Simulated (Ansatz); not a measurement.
VN (rock salt)

```
VN
1.0
    0.00000     2.05846     2.05846
    2.05846     0.00000     2.05846
    2.05846     2.05846     0.00000
N V
1 1
Direct
  0.00000   0.00000   0.00000
  0.50000   0.50000   0.50000
```

The slice is a {100} plane (indices of the conventional cell) through the point (0.500, 0.500, 0.500) (fractional), spanned by u = [100] and v = [0 1 -1] in vectors of this cell: u (2.91 Å) and v (2.91 Å, at 90° to u). It covers one period; positions are fractions (u, v).

The numbers are results of PBE (plane waves to 420 eV, PAW, scalar-relativistic; Ansatz, an electronic-structure program), not measurements. k mesh 19×19×19. These are valence fields of a PAW run, semicore shells included where kept as valence: close to a nucleus they are smooth pseudo fields. The PAW data are Ansatz's earlier set. VN is run without spin polarisation. VN was relaxed with its symmetry unable to fall.

Task: What is the valence density on the shortest N–V line in this plane (2.06 Å), at its midpoint?

Result: 0.57 e/Å³.

Task: What is the ELF at the midpoint of the shortest N–V line in this plane (2.06 Å)?

Result: 0.20.

Task: Predict the map of the valence electron density on the slice.

Result: 
```
v \ u  0.00  0.10  0.20  0.30  0.40  0.50  0.60  0.70  0.80  0.90
-----  ----  ----  ----  ----  ----  ----  ----  ----  ----  ----
0.90    1.1   0.9   0.4  -0.3  -0.5  -0.5  -0.5  -0.3   0.4   0.9
0.80    0.6   0.4   0.0  -0.3  -0.2  -0.2  -0.2  -0.3   0.0   0.4
0.70   -0.2  -0.3  -0.3  -0.1   0.1   0.2   0.1  -0.1  -0.3  -0.3
0.60   -0.6  -0.5  -0.2   0.1   0.5   0.5   0.5   0.1  -0.2  -0.5
0.50   -0.6  -0.5  -0.2   0.2   0.5   0.5   0.5   0.2  -0.2  -0.5
0.40   -0.6  -0.5  -0.2   0.1   0.5   0.5   0.5   0.1  -0.2  -0.5
0.30   -0.2  -0.3  -0.3  -0.1   0.1   0.2   0.1  -0.1  -0.3  -0.3
0.20    0.6   0.4   0.0  -0.3  -0.2  -0.2  -0.2  -0.3   0.0   0.4
0.10    1.1   0.9   0.4  -0.3  -0.5  -0.5  -0.5  -0.3   0.4   0.9
0.00    1.2   1.1   0.6  -0.2  -0.6  -0.6  -0.6  -0.2   0.6   1.1
```

Values: log₁₀ of the valence density in e/Å³. The scale is logarithmic, as a density can span decades between atoms and voids.
